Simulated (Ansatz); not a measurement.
This CaZr2N3 structure is the end of a relaxation. The cell was found from a structure generator's guess, not taken from experiment.

Theory: DFT PBE, scalar-relativistic, plane waves, PAW (Ansatz 0.2.0). Cutoff 420 eV, Γ-centred mesh, Gaussian smearing, no spin polarisation.

```yaml
crystal:
  lattice:
    - [4.75643, 0.00000, 0.00000]
    - [0.00000, 4.75643, 0.00000]
    - [0.00000, 0.00000, 4.40019]
  atoms:
    - { symbol: Ca, position: [0.50000, 0.50000, 0.18700] }
    - { symbol: Zr, position: [0.50000, 0.00000, 0.67611] }
    - { symbol: Zr, position: [0.00000, 0.50000, 0.67611] }
    - { symbol: N, position: [0.50000, 0.50000, 0.68942] }
    - { symbol: N, position: [0.50000, 0.00000, 0.20895] }
    - { symbol: N, position: [0.00000, 0.50000, 0.20895] }
```

Energies over the elements count from the elements' standard structures at the same level (N₂ as a molecule), with no fitted energy shifts.

(1) Find its symmetry and describe it.

(2) What is its formation energy per atom?

(3) Is it a metal?

Answers

(1) P4mm (No. 99). Conventional cell: a = 4.756 Å, c = 4.400 Å. Around Ca lie 2 N at 2.19–2.21 Å, 4 N at 2.38 Å and 8 Zr at 3.21–3.27 Å; Zr is surrounded by 1 N at 2.06 Å, 3 N at 2.34–2.38 Å and 4 Ca at 3.21–3.27 Å; N on a site of symmetry 4mm has 2 Ca at 2.19–2.21 Å and 4 Zr at 2.38 Å; N on a site of symmetry 2mm is surrounded by 1 Zr at 2.06 Å, 1 Zr at 2.34 Å and 2 Ca at 2.38 Å.

(2) −0.49 eV/atom.

(3) Yes, bands cross the Fermi level on the 8×8×8 mesh.

The last run used an 8×8×8 mesh for its 6-atom cell and Gaussian smearing of 0.10 eV. A structure relaxed within its symmetry needn't be a true minimum. Another cell of CaZr2N3 relaxed alike, in Cmmm, lies 0.83 eV/atom lower, so this cell isn't the stable form at this level.
